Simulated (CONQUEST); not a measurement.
A self-consistent single point of Ag (P1, 8 atoms in the cell; from Materials Project mp-8566, changed as shown).

```yaml
crystal:
  lattice:
    - [2.94315, 0.00000, 0.00000]
    - [0.00000, 5.09769, 0.00000]
    - [0.00000, 0.00000, 9.56781]
  atoms:
    - { symbol: Ag, position: [0.99680, 0.00205, 0.99178] }
    - { symbol: Ag, position: [0.98844, 0.00406, 0.50713] }
    - { symbol: Ag, position: [0.99937, 0.34073, 0.25284] }
    - { symbol: Ag, position: [0.52017, 0.16523, 0.74331] }
    - { symbol: Ag, position: [0.49950, 0.50048, 0.99915] }
    - { symbol: Ag, position: [0.48067, 0.48292, 0.50475] }
    - { symbol: Ag, position: [0.51123, 0.83915, 0.24924] }
    - { symbol: Ag, position: [0.00382, 0.66537, 0.75180] }
```

Method: LDA (PW92), numerical atomic orbitals double-zeta with polarisation (the shipped basis), PseudoDojo norm-conserving potentials made for LDA (CONQUEST).

CONQUEST settings:

- basis = DZP
- Diag.MPMeshX, Y, Z = 6 4 2
- potentials = PseudoDojo norm-conserving LDA
- Grid.GridCutoff = 175 Ha
- DM.SolutionMethod = diagon
- Diag.kT = 0.003675 Ha
- Diag.GammaCentred = true
- minE.SCTolerance = 1.0e-06
- SC.MaxIters = 100
- SC.LinearMixingFactor = 0.5
- SC.KerkerPreCondition = true
- SC.KerkerFactor = 0.1 1/bohr
- AtomMove.TypeOfRun = static

Results:

- Number of valence electrons = 152
- Number of bands = 152
- Number of k-points after the program's reduction = 41
- Size of the basis = 152
- Number of SCF iterations = 6
- FFT grid = 36 × 60 × 108
- Free energy E − TS = -33736.9306 eV
- Fermi level (on the code's own zero) = -4.65 eV
- Pressure = -9.94 GPa
- Largest force (vector length) = 0.619 eV/Å

Forces (eV/Å):
```
atom      Fx      Fy      Fz
----  ------  ------  ------
Ag1    0.055   0.045   0.248
Ag2    0.083  -0.423  -0.444
Ag3    0.006  -0.083  -0.105
Ag4   -0.151   0.028   0.465
Ag5   -0.004  -0.032   0.067
Ag6    0.072   0.497  -0.219
Ag7   -0.070   0.023   0.058
Ag8    0.011  -0.055  -0.072
```

Stress (GPa, positive for compression):
```
 -8.40   -0.08   -0.05
 -0.08  -11.70    0.00
 -0.05    0.00   -9.73
```

For comparison: a first run was changed to give this one (atoms moved at random), and from it to this one the free energy rises by 10.0 meV/atom, the pressure goes from -10.38 to -9.94 GPa and the largest force goes from under 0.1 to 0.62 eV/Å.

The program uses no crystal symmetry, so grid and mesh can part values that symmetry would make equal. The atom-centred basis is finite, which shifts total energies, pressures and forces against plane waves. The structure comes from a collection of computed structures, made at another level of theory; the collection holds predicted forms beside known ones. Its lattice was then scaled. No clean gap shows at this smearing width and mesh (spacing up to 0.36 Å⁻¹); the mesh is coarse for partly filled bands, so the values carry mesh errors.

Cost on one core: about 100 core-seconds (a rough figure).
